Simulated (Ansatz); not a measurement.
The elements of this relaxed trial crystal are hidden behind letters.

```
lattice vectors (Å)
   3.0738    0.0000    0.0000
   0.0000    3.0738    0.0000
   0.0000    0.0000    8.6757
fractional positions
X 0.0000 0.0000 0.0000
Z 0.5000 0.5000 0.2637
Z 0.0000 0.0000 0.5000
Z 0.5000 0.5000 0.7363
Q 0.0000 0.0000 0.2558
Q 0.5000 0.5000 0.5000
Q 0.0000 0.0000 0.7442
Q 0.5000 0.5000 0.0000
```

All numbers below come from Ansatz 0.2.0, DFT PBE, scalar-relativistic, plane waves, PAW. Plane waves to 420 eV, a 12×12×6 mesh through Γ for the 8-atom cell and 0.10 eV Gaussian smearing; no spin polarisation.

| Item | Value |
| --- | --- |
| Space group | P4/mmm (No. 123) |
| Conventional cell | a = 3.074 Å, c = 8.676 Å |
| Volume per atom | 10.25 Å³ |
| Density | 7.66 g/cm³ |
| Energy over the elements | −1.68 eV/atom |
| Gap on the 12×12×6 mesh of the 8-atom cell | 0 eV (a metal) |

Energies are uncorrected and count from the elements' standard states at the same level.

Question: X is a d-block element of period 6, Z is a d-block element of period 4 and Q is a p-block element of period 2. Which elements are they?

Answer: X = Hf, Z = Ti, Q = N, so the formula is HfTi3N4. Density times volume gives a mean mass of 7.66 × 10.25/1.6605 = 47.3 u per atom, and this set has 47.3 u. Around Hf lie 6 N at 2.17–2.22 Å, 4 Hf at 3.07 Å and 8 Ti at 3.16 Å; Ti on a site of symmetry 4mm has 1 N at 2.05 Å, 5 N at 2.17–2.29 Å, 8 Ti at 2.99–3.07 Å and 4 Hf at 3.16 Å; around N on a site of symmetry 4mm lie 5 Ti at 2.12–2.17 Å and 1 Hf at 2.22 Å; 3 more sites not described. Other sets within the hints have nearly the same mass, so mass alone doesn't settle it; this one was computed.

These runs have no spin–orbit coupling, which can matter for Hf. A later test with randomly moved atoms came back to the same energy, though modes that don't fit the test's cell weren't probed.
